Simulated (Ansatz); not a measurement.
## Lattice vibrations of V₃MoS₈ at Γ

These are results of DFT PBE, scalar-relativistic, plane waves, PAW (Ansatz 0.2.0), not measurements. Plane waves to 420 eV; Γ-centred k mesh 6×6×6; Gaussian smearing of 0.20 eV. No spin polarisation. Phonons by linear response, acoustic sum rule imposed.

Equilibrium structure at this level:
```
CELL_PARAMETERS angstrom
3.17843 1.83507 6.67792
-3.17843 1.83507 6.67792
0.00000 -3.67014 6.67792
ATOMIC_POSITIONS crystal
V 0.00017 0.00017 0.50037
V 0.00017 0.50037 0.00017
V 0.50037 0.00017 0.00017
Mo 0.50021 0.50021 0.50021
S 0.59481 0.59481 0.08547
S 0.59481 0.08547 0.59481
S 0.09340 0.09340 0.09340
S 0.08547 0.59481 0.59481
S 0.74515 0.74515 0.23587
S 0.74515 0.23587 0.74515
S 0.24041 0.24041 0.24041
S 0.23587 0.74515 0.74515
```

The cell was found from a structure generator's guess, not taken from experiment. In a metal, frequencies depend on the k mesh and the smearing, soft modes most. No dispersion correction is applied, so modes and constants that involve weak contacts between layers, chains or molecules come out too soft.

**Question.** Is this structure stable against zone-centre distortions?

**Answer.** Yes, at Γ: no optical mode is imaginary. Strains and other wave vectors aren't tested by this run.

**Question.** List the optical modes at Γ (i marks imaginary ones).

**Answer.**
```
frequency (cm⁻¹)  degeneracy
             127           2
             147           1
             157           2
             160           1
             169           2
             172           1
             217           2
             254           1
             265           2
             277           1
             278           1
             294           2
             302           2
             320           2
             333           1
             354           2
             358           1
             365           2
             377           1
             378           2
             387           1
             408           1
```
